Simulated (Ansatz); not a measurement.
ScAl3:
```yaml
crystal:
  lattice:
    - [-2.00321, 2.00321, 4.37703]
    - [2.00321, -2.00321, 4.37703]
    - [2.00321, 2.00321, -4.37703]
  atoms:
    - { symbol: Sc, position: [0.00000, 0.00000, 0.00000] }
    - { symbol: Al, position: [0.75000, 0.25000, 0.50000] }
    - { symbol: Al, position: [0.25000, 0.75000, 0.50000] }
    - { symbol: Al, position: [0.50000, 0.50000, 0.00000] }
```

Relaxed with r²SCAN.

Give the Bader charges and basin volumes of the independent atoms, r²SCAN in the plane-wave PAW code Ansatz.



```json
[
 {"atom": "Sc1", "Bader charge (e)": "+1.31", "Bader volume (Å³)": "11.6"},
 {"atom": "Al2", "Bader charge (e)": "-0.47", "Bader volume (Å³)": "19.8"},
 {"atom": "Al4", "Bader charge (e)": "-0.37", "Bader volume (Å³)": "19.1"}
]
```

Space group I4/mmm. The workflow started from a Materials Project entry (that database holds measured and hypothetical structures alike); the Crystallography Open Database copy checked does not list it. Whether it is the stable phase at ambient conditions was not checked. Symmetry was held in the r²SCAN relaxation; whether a distortion lowers the energy is not shown. No spin polarisation was allowed.

Potentials: the later of the program's two PAW sets.
